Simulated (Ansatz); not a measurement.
AlAg:
Space group Cmcm (No. 63); a = 2.819 Å, b = 10.456 Å, c = 4.489 Å, α = 90.00°, β = 90.00°, γ = 90.00°

```json
[
 {"atom": "Ag", "site": "4c", "symmetry": "m2m", "x": "0.0000", "y": "0.3374", "z": "0.2500"},
 {"atom": "Al", "site": "4c", "symmetry": "m2m", "x": "0.0000", "y": "0.0772", "z": "0.2500"}
]
```
(The calculation used a cell of 4 atoms; values per cell refer to that cell.)

Relaxed at zero pressure with plane-wave PAW PBEsol (Ansatz code).

Q: The volume is lowered by 9 % and shape and atoms relax at that volume. What pressure results, and how do the axes share the change?

A: 11.4 GPa; a -2.6 %, b -3.7 %, c -3.0 %; the energy rises by 48 meV/atom.

Q: Give the new structure.

A: 
Space group Cmcm (No. 63); a = 2.7452 Å, b = 10.0691 Å, c = 4.3561 Å, α = β = γ = 90.00°

| atom | site | symmetry | x | y | z |
|---|---|---|---|---|---|
| Ag | 4c | m2m | 0.0000 | 0.3341 | 0.2500 |
| Al | 4c | m2m | 0.0000 | 0.0748 | 0.2500 |

The phase is kept; no other phase was compared at this pressure.

The start of the workflow was typed in or built on a structure type; neither database checked (COD, Materials Project) lists it. Its standing as an ambient phase is unchecked. The cell was relaxed with PBEsol under the symmetry of its start; its stability against distortions is not shown here. No spin polarisation was allowed. Axis ratios of metals converge slowly with the k-mesh, so a and c are less sure than the volume.

Potentials: the later of the program's two PAW sets.
